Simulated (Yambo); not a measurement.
A G0W0@PBEsol run in Yambo for PtS₂ (CdI2 type, space group P-3m1, No. 164) (6×6×4 Γ-centred k mesh, bands 5 to 116 and a 8 Ry block in the screening, 116 bands in G with the Bruneval-Gonze terminator, plasmon pole fitted at 27.2 eV) gives these matrix elements, in eV, at the band edges ((0, 0.167, 0.25) → (0, 0.333, 0.25)):

```json
[
 {"state": "valence edge", "E0": "0.000", "<Vxc>": "-15.751", "<Σx>": "-18.197", "<Σc(E0)>": "1.930", "Z": "0.778"},
 {"state": "conduction edge", "E0": "1.261", "<Vxc>": "-16.436", "<Σx>": "-13.118", "<Σc(E0)>": "-2.885", "Z": "0.790"}
]
```

Question: Solve the linearised quasiparticle equation for both states, give the gap, and say how exchange and correlation each act on it.

Answer: E = E0 + Z(Σx + Σc − Vxc). Valence: 0.000 + 0.778 × (-18.197 + (1.930) − (-15.751)) = -0.40 eV. Conduction: 1.261 + 0.790 × (-13.118 + (-2.885) − (-16.436)) = 1.60 eV. The gap is 2.00 eV, against 1.26 eV in PBEsol. Replacing Vxc by bare exchange alone would open it by 5.76 eV; correlation takes back 4.81 eV of that, and Z scales what is left. Nearest settings tried, and what they do to the gap: 75 bands in W, 75 bands in G: -4 meV; 3 Ry block (37 vectors against 159): -127 meV. Not varied: mesh. So the settings aren't converged at that level. The mesh misses a band edge: along a dense path the PBEsol gap is 1.15 eV against 1.26 eV on the mesh. Without spin-orbit coupling, band edges of such heavy elements can be off by tenths of an eV.

Geometry of the Materials Project entry, not relaxed at this level; primitive cell a = b = 3.5487 Å, c = 5.5971 Å, α = β = 90.00°, γ = 120.00°.

The distance between layers or molecules is the database entry's, not relaxed here. Functionals without dispersion can leave it too large, which widens gaps and weakens the response across layers: the numbers belong to this cell.
